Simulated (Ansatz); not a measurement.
The calculation used Ansatz 0.2.0, DFT, BLYP, plane waves (420 eV) with PAW, scalar-relativistic. (PAW data from PBE, frozen cores regenerated.)

An element in the omega (AlB2-type) structure gives this curve. The cell is scaled uniformly from the relaxed one, with fractional coordinates and shape fixed. Energies are extrapolated to zero smearing, pressures are those at the given smearing. Magnetic state: spin not included.

```
V (Å³/atom)  E − E₀ (meV/atom)  P (GPa)
     32.699               29.1     2.60
     34.185               11.1     1.53
     35.671                2.0     0.67
     37.158                0.1    -0.02
     38.644                3.9    -0.58
     40.130               12.2    -1.02
     41.617               24.0    -1.37
```

(1) Which element is it?
A. bismuth
B. calcium
C. ytterbium
D. indium

## Answers

(1) C. Its fit is V₀ = 36.86 Å³/atom, B₀ = 15.8 GPa, B₀′ = 4.8.
